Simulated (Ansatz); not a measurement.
GaSbTe2 in Ansatz, single run

The input file (Ansatz 0.2.0, plane waves):

```yaml
crystal:
  lattice:
    - [0.0, 0.0, 6.894934]
    - [4.232877, -4.232877, 3.447467]
    - [4.232877, 4.232877, -3.447467]
  atoms:
    - { symbol: Ga, position: [0.75, 0.5, 0.5] }
    - { symbol: Ga, position: [0.25, 0.5, 0.5] }
    - { symbol: Te, position: [0.67, 0.5, 0.84] }
    - { symbol: Te, position: [0.17, 0.16, 0.5] }
    - { symbol: Te, position: [0.33, 0.5, 0.16] }
    - { symbol: Te, position: [0.83, 0.84, 0.5] }
    - { symbol: Sb, position: [0.25, 0.0, 0.0] }
    - { symbol: Sb, position: [0.75, 0.0, 0.0] }
  symmetry: { tolerance: 0.0003 }
kpoints:
  mp_grid: { grid: [4, 4, 4], shift: [0.5, 0.5, 0.5] }
magnetization:
  spin_polarized: false
scf:
  occupations: { method: fermi_dirac, width: 0.013 }
hamiltonian:
  pseudopotentials: { kind: paw }
  xc: pbesol
basis:
  ecutwfc: 420
output:
  forces: true
  stress: true
  eigenvalues: true
```

Run with:

```bash
ansatz run input.yaml --threads 1 --pin off --max-ram 2560MiB --backend cpu --events-out ev --progress --plain --runs-dir out
```

Origin of the cell: a known structure type with other elements, at an estimated volume, so it need not be a known compound.

Output (shortened):

```
SCF iter   1: F=—  HF=-47908.194774 eV  Δρ=3.23e-3  dr2=3.44e-2  defer=2
SCF iter   2: F=—  HF=-47908.181840 eV  Δρ=1.96e-3  dr2=1.39e-2  defer=111
SCF iter   3: F=—  HF=-47908.178991 eV  Δρ=5.64e-4  dr2=7.78e-4  defer=111
SCF iter   4: F=—  HF=-47908.178910 eV  Δρ=2.77e-4  dr2=2.60e-4  defer=111
SCF iter   5: F=—  HF=-47908.178729 eV  Δρ=1.13e-4  dr2=6.70e-5  defer=111
SCF iter   6: F=—  HF=-47908.178717 eV  Δρ=5.33e-5  dr2=1.24e-5  defer=111
SCF iter   7: F=—  HF=-47908.178717 eV  Δρ=1.59e-5  dr2=7.36e-7  defer=111
SCF iter   8: F=-47908.178717 eV  HF=-47908.178717 eV  Δρ=4.29e-6  dr2=5.59e-8
SCF 1 converged in 8 iterations: F = -47908.178717 eV  dr2 = 5.59e-8
SCF converged after 8 iterations
Free energy (F): -47908.178717 eV
Harris-Foulkes:  -47908.178717 eV  (|F-HF|=3.02e-8)
Internal energy: -47908.173662 eV  (E = F + TS)
E sigma→0 (E₀):  -47908.176189 eV
Entropy (-TS):   -0.005055 eV (-0.632 meV/atom)
Fermi energy:    8.259943 eV
--- Per-component energies (eV) ---
  E_band       = -1575.486494
  E_kinetic    = 1359.955797
  E_local      = -12595.958400  (includes V_loc(G=0)·N_el)
  E_nonlocal   = 344.250588
  E_hartree    = 6679.600146
  E_xc         = -901.048230
  E_vxc        = -719.936511  (∫ρ·V_xc dr)
  E_paw        = -31232.063262  (= ΣΔE_a)
  E_vpaw       = -3323.013010  (= ΣTr[D̂ρ^β])
  E_aug_tail   = -0.001003  (compensation charges beyond the density's cutoff)
  E_ewald      = -11566.798228
  E_core_change = 3.888930  (= ΣΔE_core)
  E_smearing   = -0.005055  (= −TS)
  Σ components = -47908.178717   (vs F -47908.178717, Δ=0.00e0)
--- Forces (eV/Å), atoms counted from 1 ---
  atom   1  Ga     0.015916     0.000000    -0.000000
  atom   2  Ga    -0.015916     0.000000     0.000000
  atom   3  Te     0.300407     0.291245     0.021846
  atom   4  Te    -0.300407     0.291245     0.021846
  atom   5  Te    -0.300407    -0.291245    -0.021846
  atom   6  Te     0.300407    -0.291245    -0.021846
  atom   7  Sb     0.002895     0.000000     0.000000
  atom   8  Sb    -0.002895     0.000000    -0.000000
  max |Σ_I F_I| component: 5.51e-17 eV/Å
--- Stress (GPa, compression-positive) ---
       -3.088052      -0.000000      -0.000000
       -0.000000      -3.189429      -0.320967
       -0.000000      -0.320967      -4.198458
  P = ⅓ Tr σ = -3.4920 GPa (-34.920 kbar)
```

Caveats: no spin-orbit coupling, though heavy elements are present; the k mesh keeps only part of the crystal's symmetry.

The run took 8.8 s of wall time on 1 CPU thread(s) of a shared host, from the program's own first density.
